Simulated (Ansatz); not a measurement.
LiCl (rock salt)

```
LiCl
1.0
    0.00000     5.15039     5.15039
    2.57520     2.57520     5.15039
    2.57520     2.57520     0.00000
Cl Li
2 2
Cartesian
  0.00000   0.00000   0.00000
  2.57520   5.15039   7.72559
  2.57520   7.72559   7.72559
  2.57520   5.15039   5.15039
```

The atoms are displaced by Q × the pattern below (from a DFPT mode at X = (0.5, 0.5, 0.0), largest move 1; Q in Å), at fixed cell. (q is in reciprocal vectors of the primitive cell; the cell shown is doubled to hold the pattern.)

```tsv
atom	x	y	z
Cl1	0.000	0.000	0.011
Cl2	0.000	0.000	-0.011
Li3	0.000	0.000	1.000
Li4	0.000	0.000	-1.000
```

Calculation: PBE (plane waves to 420 eV, PAW, scalar-relativistic; Ansatz, an electronic-structure program). k mesh 11×11×11 (Γ-centred), Fermi-Dirac smearing 0.05 eV. LiCl was relaxed with its symmetry unable to fall.

At one point of the scan the forces (eV/Å) are:

```csv
atom,Fx,Fy,Fz
Cl1,0.000,0.000,-0.006
Cl2,0.000,0.000,0.006
Li3,0.000,0.000,0.174
Li4,0.000,0.000,-0.174
```

Problem. Which point is it?
A. Q = -0.280 Å
B. Q = -0.140 Å
C. Q = -0.187 Å
D. Q = -0.093 Å

Solution. B, Q = -0.140 Å

(For displaced atoms, the force is minus the slope of the energy, and its curvature is a force constant, which sets phonon frequencies.)
